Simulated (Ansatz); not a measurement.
Relaxed Fe (bcc, W type):

```xyz
2
Lattice="-2.8650 2.8650 2.8650 1.4325 -1.4325 1.4325 1.4325 1.4325 -1.4325" Properties=species:S:1:pos:R:3 pbc="T T T"
Fe     0.0000     0.0000     0.0000
Fe    -1.4325     1.4325     1.4325
```

In each cell atom 1 (Fe, nearest neighbour Fe at 2.481 Å; its periodic images, 2.5 Å or more away, move with it) moves by s·(0.707, 0.707, 0.000) (along Cartesian [110]), the rest being held.

Calculation: r2SCAN (plane waves to 500 eV, PAW, scalar-relativistic; Ansatz, a program for electronic structure). k mesh 9×18×18 (Γ-centred), Fermi-Dirac smearing 0.05 eV. Stress and pressure are positive under compression. With partly filled bands, energies and forces of such displacements shift with the k mesh and the smearing. F∥ is the force on the atom along that direction. F⊥ is the part of the force across the line. On this mesh the relaxed cell isn't quite at rest: it carries a pressure of -0.2 GPa (compression positive) at the zero of the scan. Fe was relaxed with its symmetry unable to fall. Relaxed Fe ends ferromagnetic. The PAW data are Ansatz's earlier set. Other magnetic orders were not checked, so this need not be the ground state. 

| s (Å) | P (GPa) | |F⊥| (eV/Å) | F∥ (eV/Å) |
|---|---|---|---|
| -0.250 | 3.2 | [?] | 1.437 |
| -0.200 | 2.0 | 0.494 | 1.171 |
| -0.150 | 1.0 | 0.357 | 0.885 |
| -0.100 | 0.4 | [?] | 0.588 |
| -0.050 | 0.0 | 0.112 | 0.292 |
| 0.000 | -0.2 | 0.000 | 0.000 |
| 0.050 | 0.0 | 0.112 | -0.292 |
| 0.100 | 0.4 | [?] | -0.588 |
| 0.150 | 1.0 | 0.357 | -0.885 |
| 0.200 | 2.0 | 0.494 | -1.171 |
| 0.250 | 3.2 | [?] | -1.437 |

Task: What belongs in the gaps?

Result: 
- -0.250, |F⊥| (eV/Å): 0.648
- -0.100, |F⊥| (eV/Å): 0.229
- 0.100, |F⊥| (eV/Å): 0.229
- 0.250, |F⊥| (eV/Å): 0.648

(For displaced atoms, the force is minus the slope of the energy, and its curvature is a force constant, which sets phonon frequencies.)
